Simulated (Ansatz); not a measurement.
LaN (zinc blende, F-43m) at seven volumes, DFT-PBEsol in the program Ansatz with PAW potentials, scaled uniformly. One row is withheld.

```csv
V (Å³/atom),P (GPa)
19.409,10.24
20.049,6.35
20.688,2.96
21.328,0.00
21.968,-2.58
22.608,-4.82
23.248,?
```

Question: Fit the shown pressures and predict the withheld one.

Answer: P = (3/2)B₀(x^(7/2) − x^(5/2))[1 + (3/4)(B′ − 4)(x − 1)] with x = (V₀/V)^(2/3). Least squares on the six rows gives V₀ = 21.329 Å³/atom, B₀ = 91.9 GPa, B′ = 3.56. At V = 23.248, x = 0.9442 and P = -6.79 GPa. The run itself gave -6.77 GPa.

The start of the workflow was typed in or built on a structure type; neither database checked (COD, Materials Project) lists it. COD files the formula under space group No. 225, so this cell is another polymorph or a model. Whether it is the stable phase at ambient conditions was not checked. The cell was relaxed with PBEsol under the symmetry of its start; phonons on a q-mesh show no instability. Scalar-relativistic: spin–orbit coupling is off unless named, which matters more the heavier the elements.

Potentials: the later of the program's two PAW sets.
